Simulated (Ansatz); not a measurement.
The relaxed structure here is a generated cell of HgI2: the first start was made by placing the elements on the sites of a structure type, and the end was not matched to a known phase here, so it may be hypothetical.

The end point of a relaxation of HgI$_{2}$. Space group Pa-3 (No. 205), AFLOW prototype AB2_cP12_205_a_c (C2, as in FeS2). The numbers are results of r2SCAN (plane waves to 500 eV, PAW, scalar-relativistic; Ansatz, an electronic-structure program), not measurements.

```cif
data_Hg4I8
_chemical_formula_sum 'Hg4 I8'
_space_group_name_H-M_alt 'Pa-3'
_space_group_IT_number 205
_space_group_name_Hall '-P 2ac 2ab 3'
_cell_length_a 7.52067
_cell_length_b 7.52067
_cell_length_c 7.52067
_cell_angle_alpha 90.000
_cell_angle_beta 90.000
_cell_angle_gamma 90.000
loop_
_atom_site_label
_atom_site_type_symbol
_atom_site_symmetry_multiplicity
_atom_site_Wyckoff_symbol
_atom_site_fract_x
_atom_site_fract_y
_atom_site_fract_z
_atom_site_occupancy
Hg1 Hg 4 a 0.00000 0.00000 0.00000 1
I1 I 8 c 0.34549 0.34549 0.34549 1
```

What band gap does r2SCAN give?

No gap on the sampled points, where the bands overlap only slightly; such a result is sensitive to mesh and level.

No spin polarisation in the result.

The run could not lose the symmetry of its start, so the end can be a saddle point.
